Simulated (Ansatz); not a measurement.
According to PBE in the plane-wave PAW code Ansatz, AlGaAs$_{2}$ in the tetragonal phase (P-4m2; Pearson symbol tP8) relaxes to a = 4.059 Å, c = 11.458 Å. Ga has 4 nearest neighbours from 2.49 Å (tetrahedral); As on 1a has 4 nearest neighbours from 2.49 Å (tetrahedral); As on 2f has 4 nearest neighbours from 2.48 Å (tetrahedral); Al has 4 nearest neighbours from 2.48 Å (tetrahedral). Against the elements it lies at -0.42 eV/atom, with no fitted shifts.

The Kohn–Sham gap is 0.90 eV (direct). The valence maximum lies at Γ and the conduction minimum at Γ. Gap from PBE with spin–orbit coupling: 0.79 eV. The electron mass is 0.060 mₑ (isotropic).

The bulk modulus is 640 kbar.

The start of the workflow was typed in or built on a structure type; neither database checked (COD, Materials Project) lists it. Its standing as an ambient phase is unchecked. Symmetry was held in the PBE relaxation; its stability against distortions is not shown here. The references are the lowest solids computed at this level, not always the standard phases. Spin–orbit coupling is left out wherever it is not named.

Potentials: the earlier of the program's two PAW sets.
